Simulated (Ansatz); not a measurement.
**From the elastic tensor of TiOs to moduli and sound speeds**

Theory: DFT LDA, scalar-relativistic, plane waves, PAW (Ansatz). Plane waves to 420 eV; Γ-centred k mesh 14×14×14; Fermi-Dirac smearing of 0.15 eV. No spin polarisation.

The structure is cubic, space group Pm-3m (No. 221). Conventional cell: a = 3.040 Å, b = 3.040 Å, c = 3.040 Å, α = 90.00°, β = 90.00°, γ = 90.00°. Around Ti (site symmetry m-3m) lie 8 Os at 2.63 Å. Os (site symmetry m-3m) has 8 Ti at 2.63 Å as nearest neighbours.

In a metal, frequencies and elastic constants depend on the k mesh and the smearing, soft modes and shear constants most. Spin–orbit coupling is left out, which can shift energies with elements as heavy as these.

Relaxed-ion constants (GPa, on the Cartesian axes of the calculation):
C11 = 509.4, C12 = 165.5, C13 = 165.5, C22 = 509.4, C23 = 165.5, C33 = 509.4, C44 = 126.3, C55 = 126.3, C66 = 126.3 GPa; the others vanish.

Density 14.076 g/cm³; 2 atoms in 28.09 Å³.

The values that follow are for a polycrystal of randomly turned grains, by Hill's mean where one number stands.

With S = C⁻¹: B_V = (C11+C22+C33+2(C12+C13+C23))/9, G_V = (C11+C22+C33−C12−C13−C23+3(C44+C55+C66))/15, 1/B_R = S11+S22+S33+2(S12+S13+S23), 15/G_R = 4(S11+S22+S33−S12−S13−S23)+3(S44+S55+S66); Hill is their mean. Then v_l = √((B+4G/3)/ρ), v_t = √(G/ρ), v_m = [(2/v_t³+1/v_l³)/3]^(−1/3) and Θ = (ħ/k_B)·v_m·(6π²n/V)^(1/3) for n atoms in the volume V; E = 9BG/(3B+G), ν = (3B−2G)/(2(3B+G)) and A^U = 5G_V/G_R + B_V/B_R − 6.

| Item | Value |
| --- | --- |
| Bulk modulus, Voigt / Reuss / Hill | 280.1 / 280.1 / 280.1 GPa |
| Shear modulus, Voigt / Reuss / Hill | 144.6 / 141.3 / 142.9 GPa |
| Young's modulus | 366 GPa |
| Poisson ratio | 0.282 |
| Pugh ratio B/G | 1.96 (over 1.75, the rule of thumb for ductile) |
| Universal anisotropy index | 0.12 |
| Longitudinal and transverse sound speeds | 5783 and 3187 m/s |
| Debye temperature from the mean sound speed | 438 K |

Cost: 1 run of about 1.5 core-minutes, on Arm Neoverse V1 (shared hosts).